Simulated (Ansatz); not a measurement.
ScTe2 (fluorite structure)

Level of theory: DFT, PBE, scalar-relativistic, no spin polarisation; plane waves to 420 eV with PAW datasets (Ansatz 0.2.0), Γ-centred 8×8×8 mesh, 0.05 eV Gaussian smearing; PAW files: Ansatz's generated set soft_2.

```
Sc Te
1.0
     0.00000    3.56277    3.56277
     3.56277    0.00000    3.56277
     3.56277    3.56277    0.00000
Sc Te
1 2
Direct
  0.00000 0.00000 0.00000
  0.25000 0.25000 0.25000
  0.75000 0.75000 0.75000
```

The cell came from substitution into a structure type; no database entry of this phase was matched, which doesn't show that none exists.

Cell and atoms are those of this level's equilibrium.

The cell has space group Fm-3m (read at 0.01 Å). In it the stress is -0.05, -0.05, -0.05, 0.00, 0.00, 0.00 GPa and the largest force component 0.000 eV/Å. Each change below starts from this cell, without further relaxation. Stress is in GPa, positive in compression, in the order xx, yy, zz, yz, xz, xy; energies are counted from the cell above and are free energies with the smearing's entropy, which match forces and stress in a metal.

Task: One atom was moved along a Cartesian axis, and these forces appeared. Which atom, and about how far?
```
atom  Fx (eV/Å)      Fy     Fz
 Sc1      0.000   0.106  0.000
 Te2      0.000   0.139  0.000
 Te3      0.000  -0.245  0.000
```

Result: Atom 3 (Te) is moved by 0.08 Å along y; the energy changes by 9.7 meV per cell.

Task: What happens when atom 1 (Sc) is moved by 0.12 Å along x?

Result: The energy changes by 19.0 meV per cell, and the force on it along the shift is -0.322 eV/Å (−F/u = 2.68 eV/Å²). Stress: 0.20, 0.09, 0.09, 0.00, 0.00, 0.00.
| atom | Fx (eV/Å) | Fy | Fz |
| --- | --- | --- | --- |
| Sc1 | -0.322 | 0.000 | 0.000 |
| Te2 | 0.161 | 0.000 | 0.000 |
| Te3 | 0.161 | 0.000 | 0.000 |
In a harmonic crystal the energy would rise by −½F·u = ½ × 2.68 × 0.12² eV = 19.3 meV, which matches.

Task: What stress follows from an engineering strain of 3 % in yy, atoms carried along?

Result: -1.80, -0.91, -1.80, 0.00, 0.00, 0.00 GPa; the energy changes by 4.3 meV per cell.
The stress across the strain changes more than along it (C12 over C11 with clamped atoms), which a stable cubic crystal can't show: the cell is unstable or the mesh too coarse.
The stress implies an energy change of 8.1 meV, which the run doesn't match: the electronic state changed under the strain or, in a metal, the mesh is too coarse, so no elastic constant can be read from it.

Task: What stress follows from an engineering strain of 1 % in zz, atoms carried along?

Result: -0.81, -0.81, -0.05, 0.00, 0.00, 0.00 GPa; the energy changes by 0.4 meV per cell.
The stress across the strain changes more than along it (C12 over C11 with clamped atoms), which a stable cubic crystal can't show: the cell is unstable or the mesh too coarse.

Task: All atoms and the cell are disturbed at random:
```
CELL_PARAMETERS angstrom
-0.00209 3.58961 3.57498
3.56155 0.06508 3.50781
3.57631 3.53719 0.05032
ATOMIC_POSITIONS crystal
Sc 0.02987 0.02494 0.94867
Te 0.25866 0.22213 0.27612
Te 0.71147 0.75293 0.77521
```
Give the energy change, the stress and the forces.

Result: 267.7 meV per cell; stress 3.78, 2.22, 2.66, -0.57, -2.75, 0.25 GPa.
```
atom  Fx (eV/Å)      Fy      Fz
 Sc1      0.851   0.262  -1.131
 Te2     -0.527  -0.862   0.495
 Te3     -0.323   0.599   0.637
```

Task: All atoms and the cell are disturbed at random:
```
CELL_PARAMETERS angstrom
0.04604 3.56159 3.53066
3.57434 0.00257 3.57413
3.57379 3.60451 0.00312
ATOMIC_POSITIONS crystal
Sc 0.99926 0.00123 0.00408
Te 0.25324 0.25155 0.23914
Te 0.74750 0.74721 0.75679
```
Give the energy change, the stress and the forces.

Result: 10.8 meV per cell; stress -0.12, 0.54, -0.10, 0.59, 0.06, -0.50 GPa.
| atom | Fx (eV/Å) | Fy | Fz |
| --- | --- | --- | --- |
| Sc1 | -0.066 | -0.032 | -0.018 |
| Te2 | 0.192 | 0.053 | -0.122 |
| Te3 | -0.126 | -0.021 | 0.140 |

These numbers lack spin–orbit coupling. The cell is a metal with an odd number of electrons, and spin polarisation wasn't tried.
